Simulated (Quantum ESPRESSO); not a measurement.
## TaNbZrO6F2 (convergence and cost over cutoff and k mesh)

Computed values, not a measurement. The program is pw.x of Quantum ESPRESSO 7.5 (plane-wave density functional theory). The cell is made up: 11 atoms on a rutile lattice with one site empty, with randomly drawn elements, strain and displacements, not relaxed. PseudoDojo standard norm-conserving files (v0.5 for PBE, v0.4.1 for LDA and PBEsol) set the functional; there is no spin polarisation, spin-orbit coupling or dispersion term, and the masses in the input are unused placeholders.

Input of the run in row 2:

```
&control calculation='scf', pseudo_dir='./dojo.nc.sr.pbe.v0_5.standard.upf', outdir='./o', disk_io='low', tprnfor=.true., tstress=.true. /
&system ibrav=0, nat=11, ntyp=5, nbnd=50, ecutwfc=84.00895049, nosym=.true., tot_charge=0,
 occupations='smearing', smearing='fd', degauss=0.0018374661
/
&electrons conv_thr=7.350e-09, electron_maxstep=60, /
ATOMIC_SPECIES
F 1.0 F.upf
Nb 1.0 Nb.upf
O 1.0 O.upf
Ta 1.0 Ta.upf
Zr 1.0 Zr.upf
CELL_PARAMETERS angstrom
4.9936 0.0 0.0
0.0 4.9936 0.0
0.0 0.0 6.6496
ATOMIC_POSITIONS angstrom
Ta 0.0668 0.0114 0.0181
Nb 2.4305 2.476 1.6057
Zr -0.1587 -0.0808 3.3204
O 1.5891 1.595 -0.0213
O 3.449 3.5747 0.051
O 4.1678 0.8358 1.7441
F 0.9592 4.0307 1.6869
O 1.4801 1.5112 3.3653
O 3.5617 3.5022 3.2778
O 4.0169 0.9688 5.0315
F 0.9706 4.1201 5.0038
K_POINTS automatic
5 5 4 1 1 1
```

The same cell was run at these settings. Meshes are shifted by half a step, and differences are from the last row, which is itself not exact.

```
cutoff (eV)     k mesh  k points solved  threshold (eV)  free energy less the last row's (eV)  pressure (GPa)  largest stress difference (GPa)  largest force difference (eV/Å)  iterations  wall time (s)  k-point pools                  processor
        800  2 x 2 x 2                4           1e-04                                 1.515          -28.42                            10.48                            0.040          14             58              1      AMD EPYC, Zen 5 class
       1143  5 x 5 x 4               50           1e-07                                 0.003          -18.10                             0.03                            0.001          19            238              4  Intel Xeon, 2023 or later
       1467  7 x 7 x 6              147           1e-07                                 0.000          -18.07                             0.00                            0.000          19           1204              4  Intel Xeon, 2023 or later
```

Each pool is one process. Wall times include start-up and a band step at six k points, which weighs most on the coarsest meshes. The runs were on shared virtual cores whose load varied, so times are rough.